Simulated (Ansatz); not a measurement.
input.yaml

```yaml
crystal:
  lattice:
    - [6.223279, -0.010673, -0.071547]
    - [-0.010673, 5.916351, -0.115273]
    - [-0.071547, -0.115273, 5.853967]
  atoms:
    - { symbol: Si, position: [0.7349405559, 0.2097486794, 0.4098640753] }
    - { symbol: Si, position: [0.1217760911, 0.4392761339, 0.4497625928] }
    - { symbol: Si, position: [0.3569836443, 0.9674326934, 0.0358925669] }
    - { symbol: Si, position: [0.3645677575, 0.7762299826, 0.4058843903] }
    - { symbol: Si, position: [0.9180455657, 0.2169580972, 0.9514357476] }
    - { symbol: Si, position: [0.0959995073, 0.5504699261, 0.9210937815] }
    - { symbol: Si, position: [0.9636071218, 0.7497835754, 0.3324988253] }
    - { symbol: Si, position: [0.2144816919, 0.0725781236, 0.668734423] }
    - { symbol: P, position: [0.8495975385, 0.7743720029, 0.713978835] }
    - { symbol: P, position: [0.6484506665, 0.4741226552, 0.8313090988] }
    - { symbol: P, position: [0.0963531214, 0.0845477442, 0.2547373691] }
    - { symbol: P, position: [0.6948323004, 0.9755130528, 0.1268194197] }
    - { symbol: P, position: [0.3841988416, 0.7043301178, 0.7833046935] }
    - { symbol: P, position: [0.5601866294, 0.1497013537, 0.7130694258] }
    - { symbol: P, position: [0.3681572003, 0.3712938479, 0.1633032099] }
    - { symbol: P, position: [0.6483483514, 0.5481514733, 0.2480460789] }
basis:
  ecutwfc: 420
kpoints:
  mp_grid: { grid: [4, 4, 4] }
hamiltonian:
  xc: pbe
scf:
  occupations: { method: fermi_dirac, width: 0.1594 }
output:
  forces: true
  stress: true
  eigenvalues: true
  populations: true
  write_density: true
  write_potential: true
  elf: true
  volumetric_format: npy
```

Run as
```bash
ansatz run input.yaml --threads 2 --pin off --max-ram 5120MiB --backend cpu --events-out ev --progress --plain --runs-dir out
```

Level of theory: Ansatz, DFT PBE, scalar-relativistic, plane waves, PAW.

Abridged output:

```
band count auto-derived: 53 (N_el = 72.0; filled up to band 36; 52 by the electrons, moments and atoms)
Pseudopotentials: kind: paw
Pseudopotential: Si, paw, valence charge 4, recommended cutoff 420 eV (normal)
Pseudopotential: P, paw, valence charge 5, recommended cutoff 420 eV (normal)
Functional definition: PBE
Crystal: 16 atoms, lattice volume = 215.424 Å³
Basis set: ecut = 420 eV, 4217 PW (Γ), exchange–correlation on 90×80×80 points (8 copies of the dense FFT grid, shifted against one another)
Bands: 53, of which v1, the nominal top of the filled ones, is band 36 counted from 1 (35 counted from 0)
Symmetry: 1 space group operations
Space group: P1 (ITA 1), of the structure as read, at distance tolerance 6.0e-5 Å
k-points: 36 of 64 (time reversal used)
Initial density: superposition of atomic densities (neutral atoms: chi_scale 0, normalization atom), corrected by the library's trained network
Initial wavefunctions: pseudopotential atomic-orbital guess
Functional: x = pbe(κ = 0.804, μ = 0.21951497), c = pbe(β = 0.06672455)
SCF iter   1: F=—  HF=-11121.563003 eV  |F-HF|=—  |Δ(HF+E_count)|=         —  Δρ=4.67e-3  dr2=5.55e-2  ethr=1.77e-3  ⟨swp⟩=8.9  Hψ=10341  notcnv=0
SCF iter   2: F=—  HF=-11121.555899 eV  |F-HF|=—  |Δ(HF+E_count)|=   7.10e-3  Δρ=2.70e-3  dr2=1.82e-2  ethr=7.71e-5  ⟨swp⟩=1.3  Hψ=2211  notcnv=0
SCF iter   3: F=—  HF=-11121.553331 eV  |F-HF|=—  |Δ(HF+E_count)|=   2.57e-3  Δρ=3.41e-4  dr2=3.47e-4  ethr=2.53e-5  ⟨swp⟩=3.0  Hψ=3308  notcnv=0
SCF iter   4: F=—  HF=-11121.553284 eV  |F-HF|=—  |Δ(HF+E_count)|=   4.67e-5  Δρ=1.25e-4  dr2=3.48e-5  ethr=4.82e-7  ⟨swp⟩=2.5  Hψ=3384  notcnv=0
SCF iter   5: F=—  HF=-11121.553218 eV  |F-HF|=—  |Δ(HF+E_count)|=   6.57e-5  Δρ=3.42e-5  dr2=3.44e-6  ethr=4.83e-8  ⟨swp⟩=2.0  Hψ=3063  notcnv=0
SCF iter   6: F=—  HF=-11121.553218 eV  |F-HF|=—  |Δ(HF+E_count)|=   7.60e-8  Δρ=7.41e-6  dr2=2.48e-7  ethr=4.77e-9  ⟨swp⟩=2.9  Hψ=3277  notcnv=0
SCF iter   7: F=-11121.553218 eV  HF=-11121.553218 eV  |F-HF|=6.08e-9  |Δ(HF+E_count)|=   2.62e-9  Δρ=1.67e-6  dr2=1.33e-8  ethr=1.39e-10  ⟨swp⟩=11.6  Hψ=13115  notcnv=0
SCF 1 converged in 7 iterations: F = -11121.553218 eV  dr2 = 1.33e-8
SCF converged after 7 iterations
Free energy (F): -11121.553218 eV
Harris-Foulkes:  -11121.553218 eV  (|F-HF|=6.08e-9)
Internal energy: -11121.056886 eV  (E = F + TS)
E sigma→0 (E₀):  -11121.305052 eV
Entropy (-TS):   -0.496332 eV (-31.021 meV/atom)
Fermi energy:    11.907831 eV
--- Per-component energies (eV) ---
  E_band       = 369.379553
  E_kinetic    = 960.608314
  E_local      = -303.799539  (includes V_loc(G=0)·N_el)
  E_nonlocal   = 481.178732
  E_hartree    = 106.670202
  E_xc         = -965.405475
  E_vxc        = -902.897397  (∫ρ·V_xc dr)
  E_paw        = -8656.111505  (= ΣΔE_a)
  E_vpaw       = -79.050621  (= ΣTr[D̂ρ^β])
  E_aug_tail   = 0.000079  (compensation charges beyond the density's cutoff)
  E_ewald      = -2744.197696
  E_smearing   = -0.496332  (= −TS)
--- Forces (eV/Å), atoms counted from 1 ---
  atom   1  Si     0.90603716     1.58546961     0.29833962
  atom   2  Si     0.70273334    -1.61371805     1.42179647
  atom   3  Si    -0.22276015     1.15179473     0.66363263
  atom   4  Si     0.58355202    -0.13186733     0.28799066
  atom   5  Si     0.18542221    -0.84756978    -1.35645318
  atom   6  Si     0.00844438     0.82479394     0.41269541
  atom   7  Si    -0.82452869     0.08986787    -0.54742267
  atom   8  Si    -1.88856580     0.90021855    -0.39723857
  atom   9  P      0.48174068    -0.03713088     0.00976522
  atom  10  P      0.71120383     1.33594722     0.23434969
  atom  11  P     -0.19905583     0.41937972     1.07319730
  atom  12  P      0.49777329    -0.93049947    -0.49947260
  atom  13  P     -0.03219660    -1.37665690    -1.41999972
  atom  14  P     -0.08099978    -1.01766433    -0.47347062
  atom  15  P     -1.88097853    -0.83814814    -0.36489636
  atom  16  P      1.05219551     0.48579167     0.65719575
--- Stress (GPa, compression-positive) ---
       30.989926       3.012888       2.316926
        3.012888      28.050686       1.007943
        2.316926       1.007943      20.456310
  P = ⅓ Tr σ = 26.4990 GPa (264.990 kbar)
--- Band table (eV; the first three rows and the last of 36) ---
  k-point 0: bands = ["-5.0323", "-2.6136", "-1.8244", "-1.6635", "-0.9610", "-0.7113", "0.1591", "1.2451", "1.6391", "2.2173", "2.4634", "3.2525", "3.3397", "3.5185", "3.7997", "4.0853", "4.5828", "4.9836", "5.5281", "5.9434", "6.2829", "6.5175", "6.9486", "7.4018", "8.0863", "8.4601", "8.7298", "9.6927", "10.2016", "10.6342", "10.8935", "11.3286", "11.4896", "11.9627", "12.1161", "12.7487", "12.8813", "13.1024", "13.4510", "13.8558", "14.0117", "14.1032", "14.4506", "14.8013", "14.9035", "14.9966", "15.2483", "15.3636", "15.6076", "15.8244", "16.2794", "16.4849", "16.5965"]
  k-point 1: bands = ["-4.8315", "-3.0889", "-1.8816", "-1.5096", "-0.8713", "-0.6676", "0.2910", "1.1285", "1.3943", "2.0165", "2.1814", "2.7970", "3.3654", "3.7313", "4.0132", "4.4473", "5.0477", "5.4114", "5.6738", "5.8570", "6.2018", "6.6522", "7.0514", "8.1236", "8.5228", "8.9189", "9.1405", "9.6962", "10.1438", "10.3605", "10.7028", "10.8767", "11.0344", "11.6217", "11.9700", "12.0924", "12.2221", "12.7194", "13.1657", "13.3279", "13.4734", "13.7165", "14.1285", "14.3770", "14.5318", "14.8683", "14.9561", "15.2897", "15.6265", "15.8503", "15.8781", "16.1292", "16.3416"]
  k-point 2: bands = ["-4.4701", "-3.7173", "-1.7866", "-1.2402", "-0.9640", "-0.5014", "0.0780", "0.8073", "1.0912", "1.8128", "2.3511", "3.1323", "3.5803", "3.7225", "3.9353", "4.5180", "5.0427", "5.1295", "5.6041", "6.0187", "7.0600", "7.6528", "8.0037", "8.2586", "8.5442", "8.7879", "9.1281", "9.4863", "9.8705", "10.2066", "10.4355", "10.8363", "11.0263", "11.2913", "11.7476", "11.8842", "12.1628", "12.4366", "12.6341", "12.8392", "12.9654", "13.3098", "13.5050", "13.9661", "14.1913", "14.3280", "14.5153", "15.1837", "15.1969", "15.4796", "15.8468", "15.9371", "16.1169"]
  k-point 35: bands = ["-3.4649", "-3.0588", "-2.8230", "-2.3973", "-1.7782", "-1.2793", "-0.9697", "0.0496", "3.5200", "3.5436", "4.0250", "4.1526", "4.7719", "4.8220", "4.8776", "5.1318", "5.2472", "5.5163", "5.9814", "6.1993", "6.4130", "6.6673", "6.7286", "6.9877", "7.4609", "7.7692", "7.8366", "7.9531", "8.2948", "8.6140", "8.9692", "9.3990", "10.8892", "11.6755", "11.9117", "12.2221", "12.4948", "12.9245", "13.0659", "13.3108", "13.5476", "13.7511", "13.9375", "14.2468", "14.4072", "14.6112", "14.7785", "15.0230", "15.1457", "15.3939", "15.6420", "15.9021", "16.2001"]
--- Löwdin populations: 16 sites ---
  site symbol q [e]
     0     Si      3.8375
     1     Si      3.8878
     2     Si      3.8244
     3     Si      3.9010
     4     Si      3.8935
     5     Si      3.9062
     6     Si      3.8701
     7     Si      3.9171
     8      P      5.0519
     9      P      4.7562
    10      P      4.8180
    11      P      4.9251
    12      P      4.8391
    13      P      4.8756
    14      P      4.9239
    15      P      4.8512
  spilling = 0.026685 (of n_electrons = 72.000000)
```

The run converged.

The run took 30 s on 2 threads of Arm Neoverse V1 (shared host), peak memory 0.61 GiB.